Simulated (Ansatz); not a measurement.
# From the elastic tensor of ZrHg at 10 GPa (stress–strain coefficients) to moduli and sound speeds

All numbers below come from DFT LDA, scalar-relativistic, plane waves, PAW in Ansatz. Plane waves to 420 eV; Γ-centred k mesh 14×14×10; Fermi-Dirac smearing of 0.15 eV. No spin polarisation.

Symmetry: P4/mmm, No. 123, tetragonal system. Conventional cell: a = 2.998 Å, b = 2.998 Å, c = 4.147 Å, α = 90.00°, β = 90.00°, γ = 90.00°. Around Zr (site symmetry 4/mmm) lie 8 Hg at 2.97 Å and 4 Zr at 3.00 Å. Hg (site symmetry 4/mmm) is surrounded by 8 Zr at 2.97 Å and 4 Hg at 3.00 Å.

In a metal, frequencies and elastic constants depend on the k mesh and the smearing, soft modes and shear constants most. Spin–orbit coupling is left out, which can shift energies with elements as heavy as these. Other phases may be more stable at this pressure.

Relaxed-ion constants (GPa, on the Cartesian axes of the calculation):
C11 = 197.1, C12 = 145.1, C13 = 150.4, C22 = 197.1, C23 = 150.4, C33 = 249.1, C44 = 110.1, C55 = 110.1, C66 = 40.6 GPa; the others vanish.

Density 13.001 g/cm³; 2 atoms in 37.27 Å³.

The values that follow are for a polycrystal of randomly turned grains, by Hill's mean where one number stands. In a crystal this anisotropic the Voigt and Reuss bounds lie far apart, so Hill's mean and the sound speeds and Debye temperature from it are rough.

With S = C⁻¹: B_V = (C11+C22+C33+2(C12+C13+C23))/9, G_V = (C11+C22+C33−C12−C13−C23+3(C44+C55+C66))/15, 1/B_R = S11+S22+S33+2(S12+S13+S23), 15/G_R = 4(S11+S22+S33−S12−S13−S23)+3(S44+S55+S66); Hill is their mean. Then v_l = √((B+4G/3)/ρ), v_t = √(G/ρ), v_m = [(2/v_t³+1/v_l³)/3]^(−1/3) and Θ = (ħ/k_B)·v_m·(6π²n/V)^(1/3) for n atoms in the volume V; E = 9BG/(3B+G), ν = (3B−2G)/(2(3B+G)) and A^U = 5G_V/G_R + B_V/B_R − 6.

| Property | Result |
| --- | --- |
| Bulk modulus, Voigt / Reuss / Hill | 170.5 / 167.5 / 169.0 GPa |
| Shear modulus, Voigt / Reuss / Hill | 65.3 / 46.8 / 56.0 GPa |
| Young's modulus | 151 GPa |
| Poisson ratio | 0.351 |
| Pugh ratio B/G | 3.02 |
| Universal anisotropy index | 2.00 |
| Longitudinal and transverse sound speeds | 4330 and 2076 m/s |
| Debye temperature from the mean sound speed | 262 K |